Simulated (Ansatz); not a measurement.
## Data sheet: Pd3S (DFT)

Pd$_{3}$S:
```xyz
8
Lattice="3.6788 -2.6770 0.0000 3.6788 2.6770 0.0000 0.0000 0.0000 6.4069" Properties=species:S:1:pos:R:3 pbc="T T T"
Pd     5.9268    -0.8288     4.8052
Pd     1.4308     0.8288     1.6017
Pd     5.9268     0.8288     1.6017
Pd     1.4308    -0.8288     4.8052
Pd     3.6788     0.0000     0.0000
Pd     3.6788     0.0000     3.2034
S      3.6788     1.6515     1.6017
S      3.6788    -1.6515     4.8052
```

Space group Cmcm (No. 63); conventional cell a = 7.358 Å, b = 5.354 Å, c = 6.407 Å, α = β = γ = 90.00°.

Method: DFT-r²SCAN in the program Ansatz with PAW potentials. Structure relaxed to zero pressure with the same functional. Other levels are named where they apply.

### Cell and energy

```json
{
 "volume_per_atom": "15.77 Å³",
 "density": "9.25 g/cm³",
 "Formation energy from the elements (no fitted shifts)": "-0.28 eV/atom"
}
```

### Electronic structure

```json
{
  "electronic_character": "metallic (no gap)",
  "Density of states at the Fermi level": "0.20 states/eV per atom (mean over ±0.08 eV)"
}
```

The first step of the workflow began from a Materials Project structure, measured or hypothetical; the Crystallography Open Database copy checked does not list it. Its standing as an ambient phase is unchecked. The cell was relaxed with r²SCAN under the symmetry of its start; whether a distortion lowers the energy is not shown. The run is not spin-polarised. The references are the lowest solids computed at this level, not always the standard phases. Scalar-relativistic: spin–orbit coupling is off unless named, which matters more the heavier the elements.

Potentials: the later of the program's two PAW sets.
